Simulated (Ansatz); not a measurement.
Relaxed-ion elastic tensor of SiO₂ in space group P4_12_12 (No. 92; Si on 4a, O on 8b) in GPa (Voigt order), DFT-LDA in the program Ansatz with PAW potentials; density 2.37 g/cm³, 14.01 Å³ per atom.

```json
[
 {"": "1", "1": "47.4", "2": "4.5", "3": "-10.4", "4": "0.0", "5": "0.0", "6": "0.0"},
 {"": "2", "1": "4.5", "2": "47.4", "3": "-10.4", "4": "0.0", "5": "0.0", "6": "0.0"},
 {"": "3", "1": "-10.4", "2": "-10.4", "3": "41.8", "4": "0.0", "5": "0.0", "6": "0.0"},
 {"": "4", "1": "0.0", "2": "0.0", "3": "0.0", "4": "70.0", "5": "0.0", "6": "0.0"},
 {"": "5", "1": "0.0", "2": "0.0", "3": "0.0", "4": "0.0", "5": "70.0", "6": "0.0"},
 {"": "6", "1": "0.0", "2": "0.0", "3": "0.0", "4": "0.0", "5": "0.0", "6": "25.0"}
]
```

Q: Is the crystal mechanically stable?

A: Yes: the smallest eigenvalue of C is 25.0 GPa.

Q: Work out the Voigt, Reuss and Hill averages.

A: K_V = 11.5, K_R = 11.0, K_H = 11.3; G_V = 43.2, G_R = 33.1, G_H = 38.2 GPa.

Q: Give Young's modulus, Poisson's ratio, Pugh's ratio and the universal anisotropy index.

A: E = 9KG/(3K + G) = 53.8 GPa; ν = -0.30; K/G = 0.30 (brittle by the Pugh limit of 1.75); A_U = 5G_V/G_R + K_V/K_R − 6 = 1.56.

Q: Estimate the sound speeds and the Debye temperature.

A: v_l = √((K + 4G/3)/ρ) = 5120 m/s, v_t = √(G/ρ) = 4010 m/s, mean 4270 m/s; Θ = (h/k)(3n/4πV)^(1/3) v_m = 528 K.

Q: Solve the Christoffel equation for the three sound speeds along x, y, z.

A: Eigenvalues of C_ijkl n_j n_l equal ρv² (piezoelectric stiffening left out). In km/s, slowest first: x 3.24, 4.47, 5.43; y 3.24, 4.47, 5.43; z 4.19, 5.43, 5.43.

Q: How much does each axis shrink under pressure?

A: Linear compressibilities β_i = Σ_j S_ij (j = 1 to 3): x 27, y 27, z 37 per TPa.

The LDA relaxation kept the symmetry of its start; phonons on a q-mesh show no instability.

Potentials: the later of the program's two PAW sets.
